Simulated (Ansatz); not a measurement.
## Relaxing a structure of Ti

The start is a relaxed Ti cell with every coordinate shifted by Gaussian noise of σ = 0.3 Å. The structure is fully relaxed (lattice and positions, P = 0) with r2SCAN (plane waves to 500 eV, PAW, scalar-relativistic; Ansatz, a program for electronic structure). The first steps use a coarse 13×13×7 k-mesh.

Initial structure:
```
Ti
1.0
    2.93627     0.00000     0.00000
   -1.46813     2.54288     0.00000
    0.00000     0.00000     4.63716
Ti
2
Direct
  0.31720   0.62396   0.70640
  0.57786   0.18379   0.05006
```

**Question.** By how much does the energy per atom fall from start to end?

**Answer.** 0.94 eV/atom.

**Question.** Does it find its way back to the structure it was made from?

**Answer.** The parent structure is recovered, P6₃/mmc (No. 194).

The end point of the relaxation:

Space group P6₃/mmc (No. 194); a = b = 2.936 Å, c = 4.637 Å, α = β = 90.00°, γ = 120.00°

| atom | site | symmetry | x | y | z |
|---|---|---|---|---|---|
| Ti | 2c | -6m2 | 0.3333 | 0.6667 | 0.2500 |

Final values are on a 18×18×10 k-mesh of the relaxed cell. The start holds a very short contact (Ti–Ti 2.14 Å). No spin polarisation in the result.

The run could not lose the symmetry of its start.
